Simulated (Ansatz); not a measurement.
W: stationary points along a deformation path

Computed with DFT r2SCAN, scalar-relativistic, plane waves, PAW (Ansatz). Cutoff 500 eV, Γ-centred 24×24×24 k-points, Gaussian smearing of 0.15 eV. Spin–orbit coupling is left out, which can shift energies with elements as heavy as these. No spin polarisation. Energies are free energies at this smearing, counted from the undisturbed cell; pressure is positive in compression.

The starting cell (as given, not relaxed at this level; it stands at -7.4 GPa):

```yaml
crystal:
  lattice:
    - [-1.59730, 1.59730, 1.59730]
    - [1.59730, -1.59730, 1.59730]
    - [1.59730, 1.59730, -1.59730]
  atoms:
    - { symbol: W, position: [0.00000, 0.00000, 0.00000] }
```

At fixed volume and fractional coordinates, lengths along (0.577, 0.577, 0.577) are scaled against those across it; ρ is that ratio over its starting value. V = 16.301 Å³/atom. Δσ is the stress along the axis less the mean stress across it (compression positive).

| ρ | ΔE (meV/atom) | Δσ (GPa) | space group |
| --- | --- | --- | --- |
| 0.500 | 11881.8 | 811.43 | R-3m |
| 0.600 | 4852.6 | 372.65 | R-3m |
| 0.710 | 1801.7 | 180.19 | R-3m |
| 0.850 | 332.3 | 67.81 | R-3m |
| 0.930 | 57.4 | 24.54 | R-3m |
| 1.000 | 0.0 | 0.00 | Im-3m |
| 1.080 | 51.2 | -18.40 | R-3m |
| 1.200 | 253.6 | -38.57 | R-3m |
| 1.410 | 806.8 | -54.92 | R-3m |
| 1.700 | 1450.8 | -38.75 | R-3m |
| 2.000 | 1683.2 | 0.00 | Pm-3m |

Task: How does the stress give the slope of the energy, and where is the energy stationary?

Result: Along the path d ln(length) is 2/3 d ln ρ on the axis and −1/3 d ln ρ across it, so dE/d ln ρ = −(2/3) V Δσ: the energy falls with ρ where Δσ is positive. Δσ vanishes or changes sign at ρ = 1.000 (Im-3m), a minimum at 0.0 meV/atom; at ρ = 2.000 (Pm-3m, an end of the scan), at 1683.2 meV/atom. Pairs of stationary points between two samples would go unseen, and could change a minimum read from distant neighbours into a maximum. At ρ = 1.000, 2.000 the cell is cubic, where symmetry alone makes the stress isotropic and the slope zero.

Task: Which shear constant sets the curvature at ρ = 1?

Result: For a cubic crystal E/V = (2/3) C (ln ρ)² with C = C44, so Δσ = −2C ln ρ. The parabola of Δσ against ln ρ through ρ = 0.930, 1 and 1.080 gives C ≈ 145 GPa with the ions clamped, rough because the steps are large. It is the stress–strain coefficient at this cell's pressure of -7.4 GPa, not the zero-pressure constant.

In a metal these slopes depend on the k mesh and the smearing.